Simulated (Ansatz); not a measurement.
Given:

O:
```xyz
1
Lattice="-1.2433 1.2433 1.2433 1.2433 -1.2433 1.2433 1.2433 1.2433 -1.2433" Properties=species:S:1:pos:R:3 pbc="T T T"
O      0.0000     0.0000     0.0000
```
Starting moments (μB, in the order of the atoms O): 0.1.

This is the PBE+D3(BJ)-relaxed structure.

Q: All from plane-wave PAW PBE+D3(BJ) (Ansatz code), unless another level is named. Give the electronic character.

A: metallic (no gap).

Q: And the density of states at the Fermi level?

A: 0.90 states/eV per atom (mean over ±0.08 eV).

Space group Im-3m (bcc (W type)). A made-up cell: these elements were put on the sites of a structure type; neither database checked (COD, Materials Project) lists it. It is not the usual solid phase (space group No. 12). The cell was relaxed with PBE+D3(BJ) under the symmetry of its start. At this level the phase is mechanically unstable. Magnetic state: ferromagnetic, the only order run, not a proven ground state. The substance is a gas or liquid at ambient conditions. No Hubbard U is applied.

Potentials: the later of the program's two PAW sets.
